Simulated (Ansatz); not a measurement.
Relaxed-ion elastic tensor of Ta2O5 in space group Pmmm (No. 47; Pearson symbol oP7) in GPa (Voigt order), r²SCAN (plane waves, PAW; program Ansatz); density 8.04 g/cm³, 13.04 Å³ per atom.

```
 696  55.6   131   0.0   0.0   0.0
55.6   814  30.0   0.0   0.0   0.0
 131  30.0   309   0.0   0.0   0.0
 0.0   0.0   0.0  46.9   0.0   0.0
 0.0   0.0   0.0   0.0  45.1   0.0
 0.0   0.0   0.0   0.0   0.0  83.2
```

### Question
Is the crystal mechanically stable?

### Answer
Yes: the smallest eigenvalue of C is 45.1 GPa.

### Question
Work out the Voigt, Reuss and Hill averages.

### Answer
K_V = 250, K_R = 214, K_H = 232; G_V = 142, G_R = 76.9, G_H = 109 GPa.

### Question
Give Young's modulus, Poisson's ratio, Pugh's ratio and the universal anisotropy index.

### Answer
E = 9KG/(3K + G) = 283 GPa; ν = 0.30; K/G = 2.12 (ductile by the Pugh limit of 1.75); A_U = 5G_V/G_R + K_V/K_R − 6 = 4.40.

### Question
Estimate the sound speeds and the Debye temperature.

### Answer
v_l = √((K + 4G/3)/ρ) = 6860 m/s, v_t = √(G/ρ) = 3690 m/s, mean 4120 m/s; Θ = (h/k)(3n/4πV)^(1/3) v_m = 521 K.

### Question
Solve the Christoffel equation for the three sound speeds along x, y, z.

### Answer
Eigenvalues of C_ijkl n_j n_l equal ρv². In km/s, slowest first: x 2.37, 3.22, 9.31; y 2.42, 3.22, 10.06; z 2.37, 2.42, 6.20.

### Question
How much does each axis shrink under pressure?

### Answer
Linear compressibilities β_i = Σ_j S_ij (j = 1 to 3): x 0.83, y 1.1, z 2.8 per TPa.

The first step of the workflow began from a Materials Project structure, measured or hypothetical; the Crystallography Open Database copy checked does not list it. COD files the formula under space group No. 49. Its standing as an ambient phase is unchecked. Symmetry was held in the r²SCAN relaxation. At this level the phase is dynamically unstable (imaginary phonons). No spin polarisation was allowed. Spin–orbit coupling is left out wherever it is not named.

Potentials: the later of the program's two PAW sets.
